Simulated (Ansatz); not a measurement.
Calculation for TiO2 (rutile type): DFT, PBE, PAW with Ansatz's default frozen-core files, scalar-relativistic (Ansatz 0.2.0). This run: cell relaxed at zero pressure.

The start is a guessed cell of a prototype that needn't be stable.

Command: `ansatz run input.yaml --threads 2 --pin off --max-ram 5120MiB --backend cpu --events-out ev --progress --plain --runs-dir out` It took 79 s on 2 threads of Intel(R) Xeon(R) Processor @ 2.50GHz (Skylake/Cascade Lake) (shared host), peak memory 0.47 GiB.

```yaml
crystal:
  lattice:
    - [4.4964431302, 0.0, 0.0]
    - [0.0, 4.4964431302, 0.0]
    - [0.0, 0.0, 2.967652466]
  atoms:
    - { symbol: Ti, position: [0.0, 0.0, 0.0] }
    - { symbol: Ti, position: [0.5, 0.5, 0.5] }
    - { symbol: O, position: [0.305, 0.305, 0.0] }
    - { symbol: O, position: [0.695, 0.695, 0.0] }
    - { symbol: O, position: [0.805, 0.195, 0.5] }
    - { symbol: O, position: [0.195, 0.805, 0.5] }
kpoints:
  mp_grid: { grid: [8, 8, 11] }
scf:
  occupations: { method: fermi_dirac, width: 0.08 }
hamiltonian:
  xc: pbe
  pseudopotentials: { kind: paw }
output:
  forces: true
  stress: true
relax:
  f_tol: 0.005
  max_steps: 40
  cell: {}
```

Output:

```
Engine: ansatz 0.2.0
Pseudopotentials: kind: paw
Pseudopotential: Ti, paw, valence charge 12, recommended cutoff 420 eV (normal), Ti.paw.azcp
Pseudopotential: O, paw, valence charge 6, recommended cutoff 420 eV (normal), O.paw.azcp
Functional definition: PBE
  parameter kappa = 0.804
  parameter beta = 0.06672455060314922
  exchange = pbe_x(kappa = kappa, mu = beta*pi^2/3)
  correlation = pbe_c(beta = beta)
Crystal: 6 atoms, lattice volume = 60.000 Å³
Basis set: ecut = 420 eV, 1161 PW (Γ), exchange–correlation on 64×64×40 points (8 copies of the dense FFT grid, shifted against one another)
Bands: 30, of which v1, the nominal top of the filled ones, is band 24 counted from 1 (23 counted from 0)
Symmetry: 16 space group operations
Space group: P42/mnm (ITA 136), of the structure as read, at distance tolerance 3.9e-5 Å
k-points: 90 of 704
Non-local potential: Ti, projectors of the file, l = 0: 3, l = 1: 2, l = 2: 3, l = 3: 1
Non-local potential: O, projectors of the file, l = 0: 2, l = 1: 2, l = 2: 1
PAW form: soft (Blöchl's): semilocal exchange-correlation on the pseudo side does not see the compensation charge
PAW one-centre angular grid: Ti, 590 points (default); XC on 64 Gauss nodes
PAW one-centre angular grid: O, 110 points (default); XC on 64 Gauss nodes
Initial density: superposition of atomic densities (neutral atoms: chi_scale 0, normalization atom), corrected by the library's trained network
Initial wavefunctions: pseudopotential atomic-orbital guess
Functional: x = pbe(κ = 0.804, μ = 0.2195149727645171), c = pbe(β = 0.06672455060314922)
SCF iter   1: F=—  HF=-7277.112716 eV  |F-HF|=—  |Δ(HF+E_count)|=         —  Δρ=1.92e-3  dr2=8.69e-4  ethr=1.77e-3  ⟨swp⟩=4.8  Hψ=10775  notcnv=0
preconditioner: auto → Resta (q_TF=auto, 2.629 Å⁻¹)  ε∞=8.9  [insulator: Δε(μ)=1.950 eV  Ē_g=9.646 eV  σ=0.080 eV  W_gap=1.00  n_scr=18 (ndim 8)  ℏωp=27.1 eV  f_vac=0.007  D(μ)=0.00/eV (n_scr^D=0)  ε∞_Penn≈8.9]
SCF iter   2: F=—  HF=-7277.113512 eV  |F-HF|=—  |Δ(HF+E_count)|=   7.96e-4  Δρ=1.03e-3  dr2=2.54e-4  ethr=1.81e-6  ⟨swp⟩=2.4  Hψ=4667  notcnv=0
SCF iter   3: F=—  HF=-7277.113955 eV  |F-HF|=—  |Δ(HF+E_count)|=   4.43e-4  Δρ=1.43e-4  dr2=1.16e-5  ethr=5.29e-7  ⟨swp⟩=2.1  Hψ=4868  notcnv=0
SCF iter   4: F=—  HF=-7277.113907 eV  |F-HF|=—  |Δ(HF+E_count)|=   4.75e-5  Δρ=4.66e-5  dr2=1.59e-6  ethr=2.41e-8  ⟨swp⟩=2.3  Hψ=3914  notcnv=0
iter 5 did not close the SCF: its close was put off for the readings that it lacked (scf_convergence_deferred on its scf_iter line)
SCF iter   5: F=-7277.113908 eV  HF=-7277.113908 eV  |F-HF|=4.94e-8  |Δ(HF+E_count)|=   7.74e-7  Δρ=1.18e-5  dr2=9.88e-8  ethr=3.31e-9  ⟨swp⟩=2.1  Hψ=3963  notcnv=0
SCF iter   6: F=-7277.113908 eV  HF=-7277.113908 eV  |F-HF|=4.18e-9  |Δ(HF+E_count)|=   6.12e-8  Δρ=3.30e-6  dr2=6.91e-9  ethr=2.06e-10  ⟨swp⟩=2.5  Hψ=9378  notcnv=0
SCF 1 converged in 6 iterations: F = -7277.113908 eV  dr2 = 6.91e-9
  greatest PAW one-centre occupation: 0.999 electrons in one spin orbital (limit 2), on the Ti atom at site 1 (counted from 0), in its partial waves of l = 0
relax step   1: F+E_penalty+E_count = -7277.11390786 eV  Δ(F+E_penalty+E_count) = +0.000e0 eV  max|allowed force component| = 1.701e-1 eV/Å  Δτ_max = 0.0000 Å  P = +14.811 GPa  Ω = 60.000 Å³  (6 SCF iters, dr2 threshold 1.00e-7 eV, accepted)
Crystal: 6 atoms, lattice volume = 62.519 Å³
Basis set: ecut = 420 eV, 1217 PW (Γ), exchange–correlation on 64×64×40 points (8 copies of the dense FFT grid, shifted against one another)
Initial density: handed on by an earlier stage of this run
Initial wavefunctions: those handed on with the density
iter 1 solved again at ethr=1.01e-4 eV; its pass at ethr=3.10e-3 eV (dr2=4.86e-2 eV) is discarded
SCF iter   1: F=—  HF=-7277.275091 eV  |F-HF|=—  |Δ(HF+E_count)|=         —  Δρ=9.81e-3  dr2=5.05e-2  ethr=1.01e-4  ⟨swp⟩=1.0  Hψ=15249  notcnv=0
preconditioner: auto → Resta (q_TF=auto, 2.611 Å⁻¹)  ε∞=9.1  [insulator: Δε(μ)=1.744 eV  Ē_g=9.361 eV  σ=0.080 eV  W_gap=1.00  n_scr=18 (ndim 8)  ℏωp=26.6 eV  f_vac=0.029  D(μ)=0.00/eV (n_scr^D=0)  ε∞_Penn≈9.1]
SCF iter   2: F=—  HF=-7277.267130 eV  |F-HF|=—  |Δ(HF+E_count)|=   7.96e-3  Δρ=4.87e-3  dr2=1.51e-2  ethr=1.01e-4  ⟨swp⟩=2.0  Hψ=4680  notcnv=0
SCF iter   3: F=—  HF=-7277.265142 eV  |F-HF|=—  |Δ(HF+E_count)|=   1.99e-3  Δρ=1.91e-3  dr2=2.52e-3  ethr=3.14e-5  ⟨swp⟩=2.0  Hψ=4289  notcnv=0
SCF iter   4: F=—  HF=-7277.265117 eV  |F-HF|=—  |Δ(HF+E_count)|=   2.50e-5  Δρ=5.66e-4  dr2=2.81e-4  ethr=5.25e-6  ⟨swp⟩=2.4  Hψ=4030  notcnv=0
SCF iter   5: F=—  HF=-7277.265268 eV  |F-HF|=—  |Δ(HF+E_count)|=   1.51e-4  Δρ=1.19e-4  dr2=9.56e-6  ethr=5.86e-7  ⟨swp⟩=2.0  Hψ=4080  notcnv=0
SCF iter   6: F=—  HF=-7277.265278 eV  |F-HF|=—  |Δ(HF+E_count)|=   9.96e-6  Δρ=2.93e-5  dr2=7.00e-7  ethr=1.99e-8  ⟨swp⟩=2.0  Hψ=4061  notcnv=0
SCF iter   7: F=-7277.265278 eV  HF=-7277.265278 eV  |F-HF|=1.67e-8  |Δ(HF+E_count)|=   4.38e-7  Δρ=5.18e-6  dr2=1.65e-8  ethr=1.25e-9  ⟨swp⟩=4.0  Hψ=8710  notcnv=0
SCF 2 converged in 7 iterations: F = -7277.265278 eV  dr2 = 1.65e-8
relax step   2: F+E_penalty+E_count = -7277.26527803 eV  Δ(F+E_penalty+E_count) = -1.514e-1 eV  max|allowed force component| = 1.302e-1 eV/Å  Δτ_max = 0.0135 Å  P = +3.787 GPa  Ω = 62.519 Å³  energy of the carried Pulay correction = -1.178e-2 eV  (7 SCF iters, dr2 threshold 6.00e-7 eV, accepted)
Crystal: 6 atoms, lattice volume = 63.515 Å³
iter 1 solved again at ethr=9.50e-6 eV; its pass at ethr=3.10e-3 eV (dr2=4.56e-3 eV) is discarded
SCF iter   1: F=—  HF=-7277.277392 eV  |F-HF|=—  |Δ(HF+E_count)|=         —  Δρ=3.01e-3  dr2=4.83e-3  ethr=9.50e-6  ⟨swp⟩=1.0  Hψ=14518  notcnv=0
preconditioner: auto → Resta (q_TF=auto, 2.604 Å⁻¹)  ε∞=9.0  [insulator: Δε(μ)=1.797 eV  Ē_g=9.301 eV  σ=0.080 eV  W_gap=1.00  n_scr=18 (ndim 8)  ℏωp=26.4 eV  f_vac=0.025  D(μ)=0.00/eV (n_scr^D=0)  ε∞_Penn≈9.0]
SCF iter   2: F=—  HF=-7277.276620 eV  |F-HF|=—  |Δ(HF+E_count)|=   7.72e-4  Δρ=1.52e-3  dr2=1.53e-3  ethr=9.50e-6  ⟨swp⟩=2.0  Hψ=4140  notcnv=0
SCF iter   3: F=—  HF=-7277.276424 eV  |F-HF|=—  |Δ(HF+E_count)|=   1.96e-4  Δρ=6.32e-4  dr2=2.70e-4  ethr=3.20e-6  ⟨swp⟩=2.0  Hψ=3350  notcnv=0
SCF iter   4: F=—  HF=-7277.276487 eV  |F-HF|=—  |Δ(HF+E_count)|=   6.31e-5  Δρ=2.10e-4  dr2=3.48e-5  ethr=5.62e-7  ⟨swp⟩=2.2  Hψ=4141  notcnv=0
SCF iter   5: F=—  HF=-7277.276500 eV  |F-HF|=—  |Δ(HF+E_count)|=   1.26e-5  Δρ=4.34e-5  dr2=1.47e-6  ethr=7.25e-8  ⟨swp⟩=2.0  Hψ=3804  notcnv=0
SCF iter   6: F=-7277.276502 eV  HF=-7277.276502 eV  |F-HF|=2.52e-8  |Δ(HF+E_count)|=   1.68e-6  Δρ=9.39e-6  dr2=7.98e-8  ethr=1.25e-9  ⟨swp⟩=4.0  Hψ=8814  notcnv=0
SCF 3 converged in 6 iterations: F = -7277.276502 eV  dr2 = 7.98e-8
[... lines left out ...]
SCF 9 converged in 5 iterations: F = -7277.304185 eV  dr2 = 8.96e-10
relax step   9: F+E_penalty+E_count = -7277.30418517 eV  Δ(F+E_penalty+E_count) = +6.438e-5 eV  max|allowed force component| = 1.082e-4 eV/Å  Δτ_max = 0.0001 Å  P = -0.000 GPa  Ω = 63.901 Å³  energy of the carried Pulay correction = -1.080e-3 eV  (5 SCF iters, dr2 threshold 6.75e-9 eV, accepted)
iter 1 solved again at ethr=1.01e-8 eV; its pass at ethr=3.10e-3 eV (dr2=4.85e-6 eV) is discarded
SCF iter   1: F=—  HF=-7277.305179 eV  |F-HF|=—  |Δ(HF+E_count)|=         —  Δρ=3.68e-5  dr2=1.16e-7  ethr=1.01e-8  ⟨swp⟩=3.2  Hψ=18411  notcnv=0
SCF iter   2: F=—  HF=-7277.305210 eV  |F-HF|=—  |Δ(HF+E_count)|=   3.12e-5  Δρ=1.89e-5  dr2=5.24e-8  ethr=2.42e-10  ⟨swp⟩=2.0  Hψ=4810  notcnv=0
SCF iter   3: F=—  HF=-7277.305210 eV  |F-HF|=—  |Δ(HF+E_count)|=   3.23e-7  Δρ=9.20e-6  dr2=1.12e-8  ethr=1.09e-10  ⟨swp⟩=2.1  Hψ=3615  notcnv=0
SCF iter   4: F=—  HF=-7277.305210 eV  |F-HF|=—  |Δ(HF+E_count)|=   7.85e-8  Δρ=1.11e-6  dr2=4.37e-10  ethr=2.34e-11  ⟨swp⟩=2.0  Hψ=4140  notcnv=0
SCF iter   5: F=-7277.305210 eV  HF=-7277.305210 eV  |F-HF|=5.46e-12  |Δ(HF+E_count)|=  3.78e-10  Δρ=2.49e-7  dr2=5.17e-11  ethr=1.00e-12  ⟨swp⟩=3.0  Hψ=9964  notcnv=0
SCF 10 converged in 5 iterations: F = -7277.305210 eV  dr2 = 5.17e-11
relax step  10: F+E_penalty+E_count = -7277.30521020 eV  Δ(F+E_penalty+E_count) = -1.025e-3 eV  max|allowed force component| = 1.160e-4 eV/Å  Δτ_max = 0.0000 Å  P = +0.010 GPa  Ω = 63.901 Å³  stress off target by 1.98e-2 GPa  SCF on the basis re-selected at this cell (its energy is not comparable with the rows above)  (5 SCF iters)
basis re-selected at this cell: Δ(F+E_penalty+E_count) = -1.025e-3 eV, ΔP = +0.011 GPa vs the last step (what re-selecting the basis moved, of the pressure what is left beyond the Pulay correction that the steps carried, after the strain that the cell walked since its last selection, with what the two solves' SCF thresholds leave and, on support functions, any second-order correction that the steps lacked; it is no measure of the basis error at this ecutwfc). This SCF's stress stands 1.98e-2 GPa from its target on what of the cell is left free (relax.cell.stress_tol is 5.00e-2 GPa) and its largest allowed force component is 1.16e-4 eV/Å (relax.f_tol is 5.00e-3 eV/Å): within both
SCF converged after 5 iterations
Free energy (F): -7277.305210 eV
Harris-Foulkes:  -7277.305210 eV  (|F-HF|=5.46e-12)
Internal energy: -7277.305209 eV  (E = F + TS)
E sigma→0 (E₀):  -7277.305210 eV
Entropy (-TS):   -0.000001 eV (-0.000 meV/atom)
Fermi energy:    9.646958 eV
--- Per-component energies (eV) ---
  E_band       = -406.854208
  E_kinetic    = 1244.039087
  E_local      = -3130.332866  (includes V_loc(G=0)·N_el)
  E_nonlocal   = 196.260656
  E_hartree    = 1190.660723
  E_xc         = -492.100714
  E_vxc        = -623.173208  (∫ρ·V_xc dr)
  E_paw        = -2721.453265  (= ΣΔE_a)
  E_vpaw       = -474.979789  (= ΣTr[D̂ρ^β])
  E_aug_tail   = 0.010243  (compensation charges beyond the density's cutoff)
  E_ewald      = -3564.389073
  E_smearing   = -0.000001  (= −TS)
  E_closure    = 0.000000  (closes the sum)
  Σ components = -7277.305210   (vs F -7277.305210, Δ=0.00e0)
--- Forces (eV/Å), atoms counted from 1 ---
  atom   1  Ti     0.00000000    -0.00000000     0.00000000
  atom   2  Ti     0.00000000    -0.00000000     0.00000000
  atom   3  O      0.00011600     0.00011600     0.00000000
  atom   4  O     -0.00011600    -0.00011600     0.00000000
  atom   5  O      0.00011600    -0.00011600     0.00000000
  atom   6  O     -0.00011600     0.00011600     0.00000000
  max |Σ_I F_I| component: 8.67e-19 eV/Å
--- Stress (GPa, compression-positive) ---
        0.019846       0.000000       0.000000
        0.000000       0.019846       0.000000
        0.000000       0.000000      -0.009318
  P = ⅓ Tr σ = 0.0101 GPa (0.101 kbar)
--- Relaxed structure (8 steps of the walk, 8 accepted, 2 SCFs on fresh bases) ---
  F+E_penalty+E_count = -7277.30521020 eV   max|allowed force component| = 1.160e-4 eV/Å   (the final SCF, on the basis selected at the relaxed cell)
  cell:  # Å, volume = 63.9007 Å³
    - [4.643167362305896, 4.942521538971948e-34, 0.0]
    - [7.1545591508195334e-34, 4.643167362305896, 0.0]
    - [0.0, 0.0, 2.9639910302974686]
  atoms:
    - { symbol: Ti, position: [1.3663716259384628e-19, 4.822488091547533e-20, 0.0] }
    - { symbol: Ti, position: [0.5, 0.5, 0.5] }
    - { symbol: O, position: [0.3051261055761819, 0.3051261055761819, 0.0] }
    - { symbol: O, position: [0.6948738944238181, 0.6948738944238181, 0.0] }
    - { symbol: O, position: [0.805126105576182, 0.19487389442381817, 0.5] }
    - { symbol: O, position: [0.19487389442381817, 0.805126105576182, 0.5] }
```

Next run (the series' base cell), as changes to the input before:

```diff
   lattice:
-    - [4.4964431302, 0.0, 0.0]
-    - [0.0, 4.4964431302, 0.0]
-    - [0.0, 0.0, 2.967652466]
+    - [4.6431673623, 0.0, 0.0]
+    - [0.0, 4.6431673623, 0.0]
+    - [0.0, 0.0, 2.9639910303]
   atoms:
-    - { symbol: O, position: [0.305, 0.305, 0.0] }
-    - { symbol: O, position: [0.695, 0.695, 0.0] }
-    - { symbol: O, position: [0.805, 0.195, 0.5] }
-    - { symbol: O, position: [0.195, 0.805, 0.5] }
+    - { symbol: O, position: [0.3051261056, 0.3051261056, 0.0] }
+    - { symbol: O, position: [0.6948738944, 0.6948738944, 0.0] }
+    - { symbol: O, position: [0.8051261056, 0.1948738944, 0.5] }
+    - { symbol: O, position: [0.1948738944, 0.8051261056, 0.5] }
 kpoints:
   mp_grid: { grid: [8, 8, 11] }
+  band_path:
+    path:
+      - [0.0, 0.0, 0.0]
+      - [0.0, 0.5, 0.0]
+      - [0.5, 0.5, 0.0]
+      - [0.0, 0.0, 0.0]
+      - [0.0, 0.0, 0.5]
+      - [0.0, 0.5, 0.5]
+      - [0.5, 0.5, 0.5]
+      - [0.0, 0.0, 0.5]
+      - [0.0, 0.5, 0.0]
+    npoints: 8
 scf:
   stress: true
-relax:
-  f_tol: 0.005
-  max_steps: 40
-  cell: {}
+  eigenvalues: true
+  populations: true
+  dos: { projected: true, de: 0.2, e_range: [-14, 8] }
```

Command: `ansatz run input.yaml --threads 2 --pin off --max-ram 5120MiB --backend cpu --events-out ev --progress --plain --runs-dir out` It took 14 s on 2 threads of Intel(R) Xeon(R) Processor @ 2.50GHz (Skylake/Cascade Lake) (shared host), peak memory 0.45 GiB.

Results part of the output:

```
SCF 1 converged in 6 iterations: F = -7277.305210 eV  dr2 = 7.14e-8
  greatest PAW one-centre occupation: 0.999 electrons in one spin orbital (limit 2), on the Ti atom at site 1 (counted from 0), in its partial waves of l = 0
NSCF: frozen V_eff on 65 k-points
SCF converged after 6 iterations
Free energy (F): -7277.305210 eV
Harris-Foulkes:  -7277.305210 eV  (|F-HF|=3.68e-8)
Internal energy: -7277.305209 eV  (E = F + TS)
E sigma→0 (E₀):  -7277.305210 eV
Entropy (-TS):   -0.000001 eV (-0.000 meV/atom)
Fermi energy:    9.646843 eV
--- Per-component energies (eV) ---
  E_band       = -406.860792
  E_kinetic    = 1244.040165
  E_local      = -3130.338271  (includes V_loc(G=0)·N_el)
  E_nonlocal   = 196.261811
  E_hartree    = 1190.664579
  E_xc         = -492.100658
  E_vxc        = -623.173122  (∫ρ·V_xc dr)
  E_paw        = -2721.454004  (= ΣΔE_a)
  E_vpaw       = -474.981030  (= ΣTr[D̂ρ^β])
  E_aug_tail   = 0.010243  (compensation charges beyond the density's cutoff)
  E_ewald      = -3564.389073
  E_smearing   = -0.000001  (= −TS)
  E_closure    = 0.000000  (closes the sum)
  Σ components = -7277.305210   (vs F -7277.305210, Δ=0.00e0)
--- Forces (eV/Å), atoms counted from 1 ---
  atom   1  Ti     0.00000000    -0.00000000    -0.00000000
  atom   2  Ti     0.00000000    -0.00000000    -0.00000000
  atom   3  O      0.00018128     0.00018128    -0.00000000
  atom   4  O     -0.00018128    -0.00018128     0.00000000
  atom   5  O      0.00018128    -0.00018128    -0.00000000
  atom   6  O     -0.00018128     0.00018128     0.00000000
  max |Σ_I F_I| component: 4.34e-18 eV/Å
--- Stress (GPa, compression-positive) ---
        0.020089       0.000000       0.000000
        0.000000       0.020089       0.000000
        0.000000       0.000000      -0.010330
  P = ⅓ Tr σ = 0.0099 GPa (0.099 kbar)
--- Band table (eV; the first three rows and the last of 90) ---
  k-point 0: bands = ["-48.1377", "-48.1228", "-24.4353", "-24.4353", "-24.2841", "-24.2841", "-24.2428", "-24.2124", "-9.3139", "-8.1841", "-7.4964", "-7.4964", "3.1224", "3.5575", "4.0270", "5.0560", "5.0560", "6.2582", "6.2582", "6.8791", "8.1004", "8.3348", "8.3348", "8.7618", "10.6212", "10.9059", "11.1740", "11.2499", "11.2499", "13.0016"]
  k-point 1: bands = ["-48.1343", "-48.1200", "-24.4265", "-24.4265", "-24.2824", "-24.2824", "-24.2776", "-24.2489", "-9.2293", "-8.1355", "-7.5355", "-7.5355", "3.2424", "3.6485", "4.1209", "4.9468", "4.9468", "6.4416", "6.4416", "6.6224", "7.7467", "8.1708", "8.1708", "8.7319", "10.8321", "10.9883", "11.1130", "11.3538", "11.3538", "13.1299"]
  k-point 2: bands = ["-48.1251", "-48.1126", "-24.4022", "-24.4022", "-24.3699", "-24.3457", "-24.2783", "-24.2783", "-8.9943", "-8.0112", "-7.6403", "-7.6403", "3.5760", "3.8945", "4.3988", "4.7953", "4.7953", "6.0228", "6.7912", "6.7912", "6.9799", "7.7416", "7.7416", "8.5938", "10.9964", "11.1549", "11.2491", "11.6144", "11.6144", "12.9820"]
  k-point 89: bands = ["-48.0918", "-48.0918", "-24.6523", "-24.6523", "-24.3084", "-24.3084", "-24.2825", "-24.2825", "-8.0614", "-8.0614", "-7.8048", "-7.8048", "4.1952", "4.1952", "4.3123", "4.3123", "5.3295", "5.3295", "6.0957", "6.0957", "7.5298", "7.5298", "8.0743", "8.0743", "11.3480", "11.3480", "11.9184", "11.9184", "11.9449", "11.9449"]
--- Löwdin populations: 6 sites ---
  site symbol       q [e]
     0     Ti     10.6236
     1     Ti     10.6236
     2      O      6.6484
     3      O      6.6484
     4      O      6.6484
     5      O      6.6484
  spilling = 0.003315 (of n_electrons = 48.000000)
```

Next run (the series' base cell, ecut 300), as changes to the input before:

```diff
   mp_grid: { grid: [8, 8, 11] }
-  band_path:
-    path:
-      - [0.0, 0.0, 0.0]
-      - [0.0, 0.5, 0.0]
-      - [0.5, 0.5, 0.0]
-      - [0.0, 0.0, 0.0]
-      - [0.0, 0.0, 0.5]
-      - [0.0, 0.5, 0.5]
-      - [0.5, 0.5, 0.5]
-      - [0.0, 0.0, 0.5]
-      - [0.0, 0.5, 0.0]
-    npoints: 8
 scf:
   eigenvalues: true
-  populations: true
-  dos: { projected: true, de: 0.2, e_range: [-14, 8] }
+basis:
+  ecutwfc: 300
```

Results part of the output:

```
Warning: basis.ecutwfc = 300 eV is below the records' recommended 420 eV, and the density's cutoff is lower with it unless basis.ecutrho_ratio is high enough to keep the records' density cutoff: compare with a run at a higher cutoff
SCF 1 converged in 8 iterations: F = -7275.129705 eV  dr2 = 1.04e-9
  greatest PAW one-centre occupation: 1.000 electrons in one spin orbital (limit 2), on the Ti atom at site 1 (counted from 0), in its partial waves of l = 1
SCF converged after 8 iterations
Free energy (F): -7275.129705 eV
Harris-Foulkes:  -7275.129705 eV  (|F-HF|=1.46e-9)
Internal energy: -7275.129703 eV  (E = F + TS)
E sigma→0 (E₀):  -7275.129704 eV
Entropy (-TS):   -0.000002 eV (-0.000 meV/atom)
Fermi energy:    9.637199 eV
--- Per-component energies (eV) ---
  E_band       = -409.239679
  E_kinetic    = 1258.187674
  E_local      = -3128.636707  (includes V_loc(G=0)·N_el)
  E_nonlocal   = 185.355371
  E_hartree    = 1189.287448
  E_xc         = -495.873180
  E_vxc        = -628.022238  (∫ρ·V_xc dr)
  E_paw        = -2719.103927  (= ΣΔE_a)
  E_vpaw       = -474.741931  (= ΣTr[D̂ρ^β])
  E_aug_tail   = 0.042690  (compensation charges beyond the density's cutoff)
  E_ewald      = -3564.389073
  E_smearing   = -0.000002  (= −TS)
  E_closure    = 0.000000  (closes the sum)
  Σ components = -7275.129705   (vs F -7275.129705, Δ=0.00e0)
--- Forces (eV/Å), atoms counted from 1 ---
  atom   1  Ti     0.00000000    -0.00000000    -0.00000000
  atom   2  Ti     0.00000000    -0.00000000    -0.00000000
  atom   3  O      0.05959802     0.05959802    -0.00000000
  atom   4  O     -0.05959802    -0.05959802     0.00000000
  atom   5  O      0.05959802    -0.05959802    -0.00000000
  atom   6  O     -0.05959802     0.05959802     0.00000000
  max |Σ_I F_I| component: 2.78e-17 eV/Å
--- Stress (GPa, compression-positive) ---
       -1.464972       0.000000       0.000000
        0.000000      -1.464972       0.000000
        0.000000       0.000000      -1.935862
  P = ⅓ Tr σ = -1.6219 GPa (-16.219 kbar)
--- Band table (eV; the first three rows and the last of 90) ---
  k-point 0: bands = ["-48.2429", "-48.2299", "-24.5275", "-24.5275", "-24.3681", "-24.3681", "-24.3292", "-24.2943", "-9.4017", "-8.2797", "-7.6036", "-7.6036", "3.1265", "3.5985", "4.0164", "5.0706", "5.0706", "6.2116", "6.2116", "6.8232", "8.1398", "8.3404", "8.3404", "8.7723", "10.5834", "10.8876", "11.1326", "11.2090", "11.2090", "12.9800"]
  k-point 1: bands = ["-48.2401", "-48.2271", "-24.5179", "-24.5179", "-24.3690", "-24.3690", "-24.3666", "-24.3339", "-9.3184", "-8.2328", "-7.6417", "-7.6417", "3.2542", "3.6962", "4.1081", "4.9533", "4.9533", "6.4019", "6.4019", "6.5948", "7.7462", "8.1595", "8.1595", "8.7343", "10.7939", "10.9496", "11.0708", "11.3166", "11.3166", "13.0913"]
  k-point 2: bands = ["-48.2312", "-48.2193", "-24.4909", "-24.4909", "-24.4562", "-24.4295", "-24.3663", "-24.3663", "-9.0856", "-8.1091", "-7.7441", "-7.7441", "3.5693", "3.9253", "4.3933", "4.8102", "4.8102", "6.0141", "6.7626", "6.7626", "6.9727", "7.7340", "7.7340", "8.5945", "10.9558", "11.1217", "11.2145", "11.5837", "11.5837", "12.9353"]
  k-point 89: bands = ["-48.1979", "-48.1979", "-24.7372", "-24.7372", "-24.3933", "-24.3933", "-24.3669", "-24.3669", "-8.1565", "-8.1565", "-7.9077", "-7.9077", "4.1942", "4.1942", "4.3177", "4.3177", "5.3561", "5.3561", "6.0932", "6.0932", "7.5287", "7.5287", "8.0635", "8.0635", "11.3516", "11.3516", "11.8900", "11.8900", "11.9150", "11.9150"]
```
